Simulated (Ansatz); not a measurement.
Relaxed SrTiO₃ (cubic perovskite):

```yaml
crystal:
  lattice:
    - [3.93647, 0.00000, 0.00000]
    - [0.00000, 3.93647, 0.00000]
    - [0.00000, 0.00000, 3.93647]
  atoms:
    - { symbol: Sr, position: [0.00000, 0.00000, 0.00000] }
    - { symbol: Ti, position: [0.50000, 0.50000, 0.50000] }
    - { symbol: O, position: [0.00000, 0.50000, 0.50000] }
    - { symbol: O, position: [0.50000, 0.50000, 0.00000] }
    - { symbol: O, position: [0.50000, 0.00000, 0.50000] }
```

In each cell atom 1 (Sr, nearest neighbour O at 2.784 Å; its periodic images, 3.9 Å or more away, move with it) moves by s·(0.707, 0.707, 0.000) (along Cartesian [110]), the rest being held.

Method: PBE (plane waves to 420 eV, PAW, scalar-relativistic; Ansatz, a first-principles code). k mesh 7×7×7 (Γ-centred), Fermi-Dirac smearing 0.05 eV. E stands for the smeared free energy. Left out: 2 of 11 points, with atoms too close for the PAW data. SrTiO3 is run without spin polarisation. SrTiO3 was relaxed with its symmetry unable to fall. The zero of ΔE is the undisplaced structure.

Successive frames, forces in eV/Å:

| frame | ΔE (eV/cell) | F on Sr1 | F on Ti2 | F on O3 | F on O4 | F on O5 |
|---|---|---|---|---|---|---|
| s = -0.168 Å | 0.048 | (0.418, 0.418, 0.000) | (-0.340, -0.340, 0.000) | (-0.138, 0.038, 0.000) | (0.021, 0.021, 0.000) | (0.038, -0.138, 0.000) |
| s = 0.000 Å | 0.000 | (0.000, 0.000, 0.000) | (0.000, 0.000, 0.000) | (0.000, 0.000, 0.000) | (0.000, 0.000, 0.000) | (0.000, 0.000, 0.000) |
| s = 0.168 Å | 0.048 | (-0.418, -0.418, 0.000) | (0.340, 0.340, 0.000) | (0.138, -0.038, 0.000) | (-0.021, -0.021, 0.000) | (-0.038, 0.138, 0.000) |
| s = 0.336 Å | 0.215 | (-1.038, -1.038, 0.000) | (0.714, 0.714, 0.000) | (0.281, -0.052, 0.000) | (0.095, 0.095, 0.000) | (-0.052, 0.281, 0.000) |

### Question
What are the energy and the forces in the next frame, s = 0.504 Å?

### Answer
ΔE (eV/cell) = 0.576.

```tsv
atom	Fx	Fy	Fz
Sr1	-2.096	-2.096	0.000
Ti2	1.155	1.155	0.000
O3	0.426	-0.028	0.000
O4	0.542	0.542	0.000
O5	-0.028	0.426	0.000
```

(For displaced atoms, the force is minus the slope of the energy, and its curvature is a force constant, which sets phonon frequencies.)
